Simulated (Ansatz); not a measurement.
# Zn4Se3S: relaxed-ion elastic tensor

The calculation used DFT PBE, scalar-relativistic, plane waves, PAW (Ansatz). Cutoff 420 eV, 8×8×4 k-points (Γ-centred), fixed occupations. No spin polarisation.

Equilibrium structure at this level:
```
Zn Se S
1.0
     4.00308    0.00000    0.00000
     0.00000    4.00308    0.00000
     0.00000    0.00000   11.31617
Zn Se S
4 3 1
Direct
  0.50000 0.00000 0.88484
  0.00000 0.50000 0.11516
  0.50000 0.00000 0.37156
  0.00000 0.50000 0.62843
  0.50000 0.50000 0.24342
  0.00000 0.00000 0.50000
  0.50000 0.50000 0.75658
  0.00000 0.00000 0.00000
```

The structure comes from a generated guess, relaxed at this level; another structure or a mixture of phases may lie lower.

(1) Give the relaxed-ion elastic constants (GPa, Voigt order xx yy zz yz xz xy, on the Cartesian axes of the cell above).

(2) Is the crystal stable against homogeneous strain?

(3) And the moduli of a polycrystal (Hill averages)?

## Answers

(1)
C11 = 104.8, C12 = 26.5, C13 = 47.5, C22 = 104.8, C23 = 47.5, C33 = 83.3, C44 = 38.8, C55 = 38.8, C66 = 18.1 GPa; the others vanish.

(2) Yes: the least eigenvalue of the tensor is 18.1 GPa.

(3) B = 60 GPa, G = 29 GPa, E = 74 GPa, ν = 0.29.
